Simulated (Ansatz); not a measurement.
BaNiF$_{6}$:
```cif
data_BaF6Ni
_chemical_formula_sum 'Ba1 Ni1 F6'
_space_group_name_H-M_alt 'P 1'
_space_group_IT_number 1
_cell_length_a 4.82191
_cell_length_b 4.82191
_cell_length_c 4.82191
_cell_angle_alpha 98.756
_cell_angle_beta 98.756
_cell_angle_gamma 98.756
loop_
_space_group_symop_operation_xyz
  'x, y, z'
loop_
_atom_site_label
_atom_site_type_symbol
_atom_site_fract_x
_atom_site_fract_y
_atom_site_fract_z
_atom_site_occupancy
Ba1 Ba 0.50000 0.50000 0.50000 1
Ni1 Ni 0.00000 0.00000 0.00000 1
F1 F 0.73563 0.73563 0.07337 1
F2 F 0.26437 0.26437 0.92663 1
F3 F 0.07337 0.73563 0.73563 1
F4 F 0.92663 0.26437 0.26437 1
F5 F 0.73563 0.07337 0.73563 1
F6 F 0.26437 0.92663 0.26437 1
```

Relaxed with r²SCAN.

**Question.** Which orbitals make up the states near the band edges in the program Ansatz at the r²SCAN level (PAW)?

**Answer.** Top 1 eV of the valence band: F 2p 78 %, Ni 3d 21 %. Bottom 1 eV of the conduction band: Ni 3d 50 %, F 2p 47 %. Projections are on Löwdin-orthogonalised atomic valence shells; empty p or d shells of many metals are not among them.

**Question.** Tabulate the density of states.

**Answer.** States/eV per cell of 8 atoms, in 0.25 eV bins, energy from the valence-band maximum.

| E (eV) | total | F 2p | Ni 3d | Ba 5p |
|---|---|---|---|---|
| -7.85 | 0.00 | 0.00 | 0.00 | 0.00 |
| -7.60 | 0.00 | 0.00 | 0.00 | 0.00 |
| -7.35 | 0.00 | 0.00 | 0.00 | 0.00 |
| -7.10 | 0.00 | 0.00 | 0.00 | 0.00 |
| -6.85 | 0.00 | 0.00 | 0.00 | 0.00 |
| -6.60 | 0.00 | 0.00 | 0.00 | 0.00 |
| -6.35 | 0.00 | 0.00 | 0.00 | 0.00 |
| -6.10 | 0.00 | 0.00 | 0.00 | 0.00 |
| -5.85 | 0.00 | 0.00 | 0.00 | 0.00 |
| -5.60 | 0.00 | 0.00 | 0.00 | 0.00 |
| -5.35 | 0.00 | 0.00 | 0.00 | 0.00 |
| -5.10 | 0.00 | 0.00 | 0.00 | 0.00 |
| -4.85 | 2.60 | 1.64 | 0.80 | 0.01 |
| -4.60 | 13.38 | 7.63 | 4.99 | 0.20 |
| -4.35 | 8.02 | 5.34 | 1.98 | 0.19 |
| -4.10 | 11.30 | 6.30 | 4.72 | 0.08 |
| -3.85 | 12.48 | 6.02 | 6.17 | 0.18 |
| -3.60 | 0.23 | 0.10 | 0.12 | 0.00 |
| -3.35 | 5.04 | 4.68 | 0.13 | 0.09 |
| -3.10 | 12.54 | 11.82 | 0.24 | 0.20 |
| -2.85 | 6.42 | 6.14 | 0.09 | 0.04 |
| -2.60 | 0.00 | 0.00 | 0.00 | 0.00 |
| -2.35 | 0.00 | 0.00 | 0.00 | 0.00 |
| -2.10 | 0.00 | 0.00 | 0.00 | 0.00 |
| -1.85 | 4.84 | 4.67 | 0.05 | 0.03 |
| -1.60 | 17.00 | 16.35 | 0.24 | 0.13 |
| -1.35 | 13.93 | 13.36 | 0.31 | 0.13 |
| -1.10 | 10.33 | 9.97 | 0.24 | 0.05 |
| -0.85 | 17.95 | 16.95 | 0.79 | 0.10 |
| -0.60 | 9.41 | 7.31 | 2.02 | 0.02 |
| -0.35 | 15.01 | 9.39 | 5.44 | 0.07 |
| -0.10 | 7.52 | 4.71 | 2.77 | 0.00 |
| 0.15 | 0.00 | 0.00 | 0.00 | 0.00 |
| 0.40 | 0.00 | 0.00 | 0.00 | 0.00 |
| 0.65 | 0.00 | 0.00 | 0.00 | 0.00 |
| 0.90 | 0.00 | 0.00 | 0.00 | 0.00 |
| 1.15 | 0.00 | 0.00 | 0.00 | 0.00 |
| 1.40 | 0.00 | 0.00 | 0.00 | 0.00 |
| 1.65 | 0.00 | 0.00 | 0.00 | 0.00 |
| 1.90 | 0.00 | 0.00 | 0.00 | 0.00 |
| 2.15 | 1.77 | 0.79 | 0.91 | 0.00 |
| 2.40 | 12.19 | 5.74 | 6.09 | 0.03 |
| 2.65 | 2.04 | 1.00 | 0.99 | 0.00 |
| 2.90 | 0.00 | 0.00 | 0.00 | 0.00 |
| 3.15 | 0.00 | 0.00 | 0.00 | 0.00 |
| 3.40 | 0.00 | 0.00 | 0.00 | 0.00 |
| 3.65 | 0.00 | 0.00 | 0.00 | 0.00 |
| 3.90 | 0.00 | 0.00 | 0.00 | 0.00 |
| 4.15 | 0.00 | 0.00 | 0.00 | 0.00 |
| 4.40 | 0.00 | 0.00 | 0.00 | 0.00 |
| 4.65 | 0.00 | 0.00 | 0.00 | 0.00 |
| 4.90 | 0.00 | 0.00 | 0.00 | 0.00 |
| 5.15 | 0.00 | 0.00 | 0.00 | 0.00 |
| 5.40 | 0.00 | 0.00 | 0.00 | 0.00 |
| 5.65 | 0.00 | 0.00 | 0.00 | 0.00 |
| 5.90 | 0.00 | 0.00 | 0.00 | 0.00 |
| 6.15 | 0.00 | 0.00 | 0.00 | 0.00 |
| 6.40 | 0.00 | 0.00 | 0.00 | 0.00 |
| 6.65 | 0.00 | 0.00 | 0.00 | 0.00 |
| 6.90 | 0.00 | 0.00 | 0.00 | 0.00 |

Space group R-3m. The first step of the workflow began from a Materials Project structure, measured or hypothetical; the Crystallography Open Database copy checked does not list it. Whether it is the stable phase at ambient conditions was not checked. The r²SCAN relaxation kept the symmetry of its start; its stability against distortions is not shown here. The run is not spin-polarised. No Hubbard U is applied. Scalar-relativistic: spin–orbit coupling is off unless named, which matters more the heavier the elements.

Potentials: the later of the program's two PAW sets.
